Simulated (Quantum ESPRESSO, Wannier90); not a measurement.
## CuI (Pc): Wannier90 run

```xyz
8
Lattice="-4.2537 0.0000 0.0000 0.0045 0.0000 6.0158 0.0000 8.5119 0.0000" Properties=species:S:1:pos:R:3 pbc="T T T"
Cu     1.9480    -3.1800     1.6061
Cu    -0.1811     3.1800    -1.4018
Cu     1.9987     1.0548     1.6217
Cu    -0.1304    -1.0548    -1.3862
I     -0.1760    -3.1934     0.1027
I      1.9486     3.1934    -2.9052
I     -0.1346     1.0662     0.1160
I      1.9900    -1.0662    -2.8919
```

Materials Project entry mp-22895; symmetrised, unrelaxed at this level. Not found in the COD (Crystallography Open Database) copy used, which has the formula in other groups; not checked further. The atoms lie within 0.1 Å of the higher space group F-43m. Level: LDA, no spin polarisation, no spin-orbit coupling; pw.x of Quantum ESPRESSO at 74 Ry with PseudoDojo potentials, 4×4×4 k-points, Wannier90. Density: 8×6×4 mesh, Gaussian smearing 0.01 Ry. A non-magnetic state is assumed, with no Hubbard U; filled 3d bands tend to lie too high at this level. Spin-orbit coupling is left out although heavy elements are present.

Bands 17-20 form an isolated set from -14.19 to -13.41 eV relative to the valence-band maximum (on the path) and are turned into 4 Wannier functions by minimising the spread from the start: atomic waves I 5s.

Centres (Cartesian, Å; one of the equivalent choices) and spreads:

| n | x | y | z | spread (Å²) | nearest atom |
|---|---|---|---|---|---|
| 1 | -0.175 | -3.192 | 0.104 | 1.343 | I5 |
| 2 | 1.950 | 3.192 | -2.904 | 1.343 | I6 |
| 3 | -0.136 | 1.065 | 0.115 | 1.343 | I7 |
| 4 | 1.988 | -1.065 | -2.893 | 1.343 | I8 |

Ω_I = 5.37 Å², Ω_total = 5.37 Å²; the interpolated bands follow pw.x to 0.1 meV rms on the path. Only this start was tried; a symmetric start can stop on a saddle, and mixtures of these functions could lower the total by at most Ω_total − Ω_I.
